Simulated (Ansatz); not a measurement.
Ta2GeN in space group P6_3/mmc (No. 194; Ge on 2d, Ta on 4f, N on 2a) at seven volumes, PBE (plane waves, PAW; program Ansatz), shape and atoms relaxed at each. One row is withheld.

```
V (Å³/atom)  P (GPa)
-----------  -------
12.866             ?
13.290         15.27
13.715          6.99
14.139          0.00
14.563         -5.88
14.987        -10.71
15.411        -14.69
```

Problem. Fit the shown pressures and predict the withheld one.

Solution. P = (3/2)B₀(x^(7/2) − x^(5/2))[1 + (3/4)(B′ − 4)(x − 1)] with x = (V₀/V)^(2/3). Least squares on the six rows gives V₀ = 14.138 Å³/atom, B₀ = 212 GPa, B′ = 5.02. At V = 12.866, x = 1.0649 and P = 25.34 GPa. The run itself gave 25.03 GPa.

The start of the workflow was typed in or built on a structure type; neither database checked (COD, Materials Project) lists it. Whether it is the stable phase at ambient conditions was not checked. The PBE relaxation kept the symmetry of its start; whether a distortion lowers the energy is not shown. No spin polarisation was allowed. Scalar-relativistic: spin–orbit coupling is off unless named, which matters more the heavier the elements.

Potentials: the earlier of the program's two PAW sets.
